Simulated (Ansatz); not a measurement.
## SiGeO₄: a bulk modulus from differences

The cell was found from a structure generator's guess, not taken from experiment.

Method: DFT PBE, scalar-relativistic, plane waves, PAW (Ansatz). Cutoff 420 eV, Γ-centred 6×6×6 mesh (6-atom cell), Gaussian smearing of 0.02 eV, no spin polarisation.

```cif
data_structure
_symmetry_space_group_name_H-M 'F-43m'
_symmetry_Int_Tables_number 216
_cell_length_a 7.7295
_cell_length_b 7.7295
_cell_length_c 7.7295
_cell_angle_alpha 90.000
_cell_angle_beta 90.000
_cell_angle_gamma 90.000
_cell_volume 461.80
loop_
_atom_site_label
_atom_site_type_symbol
_atom_site_symmetry_multiplicity
_atom_site_Wyckoff_symbol
_atom_site_fract_x
_atom_site_fract_y
_atom_site_fract_z
_atom_site_occupancy
Si1 Si 4 d 0.25000 0.25000 0.75000 1
Ge1 Ge 4 b 0.50000 0.00000 0.00000 1
O1 O 16 e 0.62927 0.12927 0.12927 1
```

The cell was set to several volumes, with shape and atoms relaxed at each where symmetry leaves them free. Pressure is positive in compression, and energies count from the lowest row.

| row | V (Å³/atom) | P (GPa) | ΔE (meV/atom) | gap on mesh (eV) |
| --- | --- | --- | --- | --- |
| 1 | 16.933 | 21.04 | 135.9 | 5.20 |
| 2 | 17.510 | ? | ? | ? |
| 3 | 18.087 | 8.89 | 30.4 | 4.71 |
| 4 | 18.664 | 4.10 | 7.2 | 4.39 |
| 5 | 19.242 | 0.01 | 0.0 | 4.04 |
| 6 | 19.819 | -3.49 | 6.4 | 3.66 |
| 7 | 20.396 | -6.47 | 24.5 | 3.29 |
| 8 | 21.166 | -9.77 | 63.8 | 2.79 |

Q: Find B = −V·ΔP/ΔV from rows 4 and 6 and from rows 1 and 3, and from the two its slope B′ and its value B0 at zero pressure.

A: Rows 4 and 6 give −(18.664 + 19.819)/2 × (-3.49 − (4.10))/(19.819 − 18.664) = 126.4 GPa at a mean pressure of 0.30 GPa. Rows 1 and 3 give −(16.933 + 18.087)/2 × (8.89 − (21.04))/(18.087 − 16.933) = 184.4 GPa at a mean pressure of 14.96 GPa. So B′ = (184.4 − 126.4)/(14.96 − (0.30)) = 3.96 and B0 = 126.4 − 3.96 × (0.30) = 125.2 GPa. A third-order Birch–Murnaghan fit to all the energies gives B0 = 125.8 GPa and B′ = 4.2.

Q: Estimate the pressure and energy of row 2.

A: From row 5, V0 = 19.242 × (1 + (0.01)/125.2) = 19.244 Å³/atom. Murnaghan's form P = (B0/B′)·[(V0/V)^B′ − 1] gives (125.2/3.96) × [(19.244/17.510)^3.96 − 1] = 14.34 GPa; the computed pressure is 14.49 GPa, so the estimate is off by -0.15 GPa. The work of compression from row 3, with the mean of the two pressures, gives ΔE = 30.4 + (14.34 + 8.89)/2 × (18.087 − 17.510)/160.2 × 1000 = 72.2 meV/atom (1 eV/Å³ = 160.2 GPa); the computed value is 72.3 meV/atom.

Q: Fit the gap against pressure through the other rows and estimate it at the computed pressure of row 2.

A: Over the 7 rows the mean pressure is 2.0443 GPa and the mean gap is 4.011 eV. The sums of products of deviations are S_xx = 658.8 and S_xy = 50.6, so the slope is 50.6/658.8 = 0.07681 (r = 0.96, rms misfit 0.21 eV). At 14.49 GPa the line gives 4.011 + (0.07681) × (14.49 − 2.0443) = 4.97 eV. The computed value is 4.98 eV, so the line is off by -0.01 eV, no more than the largest miss among the fitted rows (0.31 eV). The rows follow a line poorly: the gap bends, or the lowest transition changes along the series.

Kohn–Sham gaps at this level usually fall short of measured ones. All volumes keep the k mesh of the relaxed cell. A structure relaxed within its symmetry needn't be a true minimum.
